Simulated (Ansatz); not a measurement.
HfNF in space group Pbcm (No. 57; Hf on 4d, F on 4d, N on 4c), DFT-PBE in the program Ansatz with PAW potentials. The conduction-band minimum lies at Γ, with 1 equivalent valley. Second derivatives d²E/dk² of the lowest band at one valley (eV·Å²), along Cartesian directions:

```
direction  d²E/dk²
---------  -------
[100]        3.037
[010]        31.03
[001]        17.84
[110]        17.05
[101]        10.44
[011]        24.44
```

**Question.** Find the principal effective masses, the density-of-states mass and the conductivity mass.

**Answer.** Off-diagonal terms follow from H_xy = H[110] − (H_xx + H_yy)/2, and m*/mₑ = 7.620 eV·Å² over each eigenvalue: 0.25, 0.43, 2.5. One valley's DOS mass (m₁m₂m₃)^(1/3) = 0.64, conductivity mass 3/(Σ 1/mᵢ) = 0.44 mₑ.

**Question.** What effective density of states Nc follows at 300 K for parabolic valleys?

**Answer.** Nc = 2.509e19 × 1 × (0.64)^(3/2) ≈ 1.3e19 cm⁻³.

The start of the workflow was typed in or built on a structure type; neither database checked (COD, Materials Project) lists it. Whether it is the stable phase at ambient conditions was not checked. Symmetry was held in the PBE relaxation; its stability against distortions is not shown here. The run is not spin-polarised. Spin–orbit coupling is left out wherever it is not named.

Potentials: the earlier of the program's two PAW sets.

Edges and masses are those of Kohn–Sham bands, whose gap is no quasiparticle gap.
